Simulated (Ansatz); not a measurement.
Starting cell, MgB$_{2}$ (AlB2 type, space group P6/mmm):

```xyz
6
Lattice="6.1486 0.0000 0.0000 -1.5372 2.6624 0.0000 3.0743 0.0000 3.5275" Properties=species:S:1:pos:R:3 pbc="T T T"
Mg     0.0000     0.0000     0.0000
Mg     1.5372     2.6624     0.0000
B      6.1486     1.7750     1.7638
B      3.0743     1.7750     1.7638
B      1.5372     0.8875     1.7638
B      4.6115     0.8875     1.7638
```

The atoms are displaced by Q × the pattern below (from a DFPT mode at L = (0.5, 0.0, 0.5), largest move 1; Q in Å), at fixed cell. (q is in reciprocal vectors of the primitive cell; the cell shown is doubled to hold the pattern.)

```json
[
 {"atom": "B3", "x": "0.500", "y": "-0.866", "z": "0.000"},
 {"atom": "B4", "x": "-0.500", "y": "0.866", "z": "0.000"},
 {"atom": "B5", "x": "-0.500", "y": "0.866", "z": "0.000"},
 {"atom": "B6", "x": "0.500", "y": "-0.866", "z": "0.000"}
]
```

Atoms not listed stay in place.

These are PBE (plane waves to 420 eV, PAW, scalar-relativistic; Ansatz, a first-principles code) values and carry that method's errors. k mesh 17×17×17 (Γ-centred), Fermi-Dirac smearing 0.05 eV. Energies are smeared free energies. With partly filled bands, energies and forces of such displacements shift with the k mesh and the smearing. MgB2 was relaxed with its symmetry unable to fall. The zero of ΔE is the undisplaced structure.

Problem. Predict the ΔE (meV/cell) at Q (Å) = -0.150, -0.090, -0.060, 0.120, 0.150.

Solution. 
```json
[
 {"Q (Å)": "-0.150", "ΔE (meV/cell)": "1046"},
 {"Q (Å)": "-0.090", "ΔE (meV/cell)": "358"},
 {"Q (Å)": "-0.060", "ΔE (meV/cell)": "156"},
 {"Q (Å)": "0.120", "ΔE (meV/cell)": "650"},
 {"Q (Å)": "0.150", "ΔE (meV/cell)": "1046"}
]
```

(A displaced cell: forces are minus the slopes of the energy, force constants its curvatures, and phonons follow from these.)
